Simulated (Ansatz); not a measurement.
An Ansatz input:

```yaml
crystal:
  lattice:
    - [0.0, 3.544066124, 3.544066124]
    - [3.544066124, 0.0, 3.544066124]
    - [3.544066124, 3.544066124, 0.0]
  atoms:
    - { symbol: "Y", position: [0.125, 0.125, 0.125] }
    - { symbol: "Y", position: [0.875, 0.875, 0.875] }
hamiltonian:
  xc: r2scan
  pseudopotentials:
    kind: paw
    azcp:
      "Y": "pseudopotentials/Y.paw.azcp"
basis:
  ecutwfc: 500
  fft_grid_basis: typed
kpoints:
  mp_grid: { grid: [9, 9, 9], shift: [0, 0, 0] }
magnetization:
  spin_polarized: false
scf:
  occupations: { method: fermi_dirac, width: 0.1 }
  lower_state_search: "off"
output:
  stress: true
```

and its output:

```
Engine: ansatz 0.2.0, x86_64-unknown-linux-gnu
Pseudopotentials: kind: paw
Pseudopotential: Y, paw, valence charge 11, recommended cutoff 500 eV (meta_gga) 
Functional definition: r2SCAN
  parameter k0 = 0.174
  parameter k1 = 0.065
  parameter a1 = 4.9479
  exchange = r2scan_x(k0 = k0, k1 = k1, a1 = a1)
  correlation = r2scan_c
Crystal: 2 atoms, lattice volume = 89.030 Å³
Basis set: ecut = 500 eV, 2229 PW (Γ), exchange–correlation on 160×160×160 points (64 copies of the dense FFT grid, shifted against one another)
Bands: 15, of which v1, the nominal top of the filled ones, is band 11 counted from 1 (10 counted from 0)
Symmetry: 48 space group operations
Space group: Fd-3m (ITA 227), of the structure as read, at distance tolerance 4.5e-5 Å
k-points: 35 of 729
Non-local potential: Y, projectors of the file, l = 0: 3, l = 1: 2, l = 2: 2, l = 3: 1
PAW form: soft (Blöchl's): semilocal exchange-correlation on the pseudo side does not see the compensation charge
PAW frozen core: Y, regenerated for the run's functional (the file was generated under x = pbe(κ = 0.804, μ = 0.2195149727645171), c = pbe(β = 0.06672455060314922))
PAW one-centre angular grid: Y, 590 points (default); XC on 160 Gauss nodes
Initial density: superposition of atomic densities (neutral atoms: chi_scale 0, normalization atom), corrected by the library's trained network
Initial wavefunctions: pseudopotential atomic-orbital guess
Functional: x = r2scan, c = r2scan; τ floored in thin density (d = 2e-4 eV/Å³)
SCF iter   1: F=-7715.184144 eV  HF=-7715.129568 eV  |F-HF|=5.46e-2  |Δ(HF+E_count)|=         —  Δρ=6.76e-3  dr2=7.13e-2  dr2_τ=3.49e-3  ethr=1.77e-3  ⟨swp⟩=5.8  Hψ=5740  notcnv=0
automatic band count: the SCF goes on with 19 bands, as 15 were too few: the levels above may hold too much charge
SCF iter   2: F=-7715.202796 eV  HF=-7715.204304 eV  |F-HF|=1.51e-3  |Δ(HF+E_count)|=   7.47e-2  Δρ=5.06e-3  dr2=4.35e-2  dr2_τ=4.13e-4  ethr=3.24e-4  ⟨swp⟩=2.8  Hψ=1553  notcnv=0
SCF iter   3: F=-7715.212304 eV  HF=-7715.211605 eV  |F-HF|=7.00e-4  |Δ(HF+E_count)|=   7.30e-3  Δρ=1.26e-3  dr2=4.23e-3  dr2_τ=2.02e-4  ethr=1.98e-4  ⟨swp⟩=2.1  Hψ=1177  notcnv=0
SCF iter   4: F=-7715.213031 eV  HF=-7715.212670 eV  |F-HF|=3.61e-4  |Δ(HF+E_count)|=   1.07e-3  Δρ=4.19e-4  dr2=3.78e-4  dr2_τ=2.14e-6  ethr=1.92e-5  ⟨swp⟩=2.0  Hψ=921  notcnv=0
SCF iter   5: F=-7715.213214 eV  HF=-7715.213130 eV  |F-HF|=8.42e-5  |Δ(HF+E_count)|=   4.60e-4  Δρ=2.16e-4  dr2=3.77e-5  dr2_τ=1.84e-6  ethr=1.72e-6  ⟨swp⟩=2.9  Hψ=1284  notcnv=0
SCF iter   6: F=-7715.213259 eV  HF=-7715.213250 eV  |F-HF|=8.92e-6  |Δ(HF+E_count)|=   1.20e-4  Δρ=6.33e-5  dr2=2.83e-6  dr2_τ=1.80e-7  ethr=1.71e-7  ⟨swp⟩=3.2  Hψ=1254  notcnv=0
SCF iter   7: F=-7715.213263 eV  HF=-7715.213262 eV  |F-HF|=1.05e-6  |Δ(HF+E_count)|=   1.25e-5  Δρ=1.75e-5  dr2=2.24e-7  dr2_τ=6.19e-9  ethr=1.29e-8  ⟨swp⟩=3.4  Hψ=1222  notcnv=0
SCF iter   8: F=-7715.213264 eV  HF=-7715.213264 eV  |F-HF|=4.99e-8  |Δ(HF+E_count)|=   1.56e-6  Δρ=3.30e-6  dr2=1.14e-8  dr2_τ=5.74e-10  ethr=4.55e-10  ⟨swp⟩=5.4  Hψ=2093  notcnv=0
SCF 1 converged in 8 iterations: F = -7715.213264 eV  dr2 = 1.14e-8
SCF converged after 8 iterations
Free energy (F): -7715.213264 eV
Harris-Foulkes:  -7715.213264 eV  (|F-HF|=4.99e-8)
Internal energy: -7715.084639 eV  (E = F + TS)
E sigma→0 (E₀):  -7715.148951 eV
Entropy (-TS):   -0.128625 eV (-64.313 meV/atom)
Fermi energy:    6.047607 eV
--- Per-component energies (eV) ---
  E_band       = -343.200584
  E_kinetic    = 607.978044
  E_local      = -1631.085412  (includes V_loc(G=0)·N_el)
  E_nonlocal   = 102.013809
  E_hartree    = 546.318090
  E_xc         = -332.026992
  E_vxc        = -439.647829  (∫ρ·V_xc dr)
  E_paw        = -5683.827732  (= ΣΔE_a)
  E_vpaw       = -99.907217  (= ΣTr[D̂ρ^β])
  E_aug_tail   = 0.000006  (compensation charges beyond the density's cutoff)
  E_vtau       = 24.813122  (kinetic-family band-sum trace: ∫τ·v_τ [+ j·A + Jᵃ·Aᵃ] dr)
  E_ewald      = -1324.146546
  E_core_change = -0.307907  (= ΣΔE_core)
  E_smearing   = -0.128625  (= −TS)
  E_closure    = 0.000000  (closes the sum)
  Σ components = -7715.213264   (vs F -7715.213264, Δ=0.00e0)
--- Stress (GPa, compression-positive) ---
       -0.733213      -0.000000       0.000000
       -0.000000      -0.733213       0.000000
       -0.000000      -0.000000      -0.733213
  P = ⅓ Tr σ = -0.7332 GPa (-7.332 kbar)
```

Launched by

```sh
ansatz run input.yaml --threads 1 --pin off --max-ram 3584MiB --backend cpu --events-out ev --progress --plain --runs-dir out
```

On 1 thread of Intel(R) Xeon(R) Platinum 8259CL CPU @ 2.50GHz (Skylake/Cascade Lake) (shared host) this took about 15 s of wall time and 15 s of CPU time.
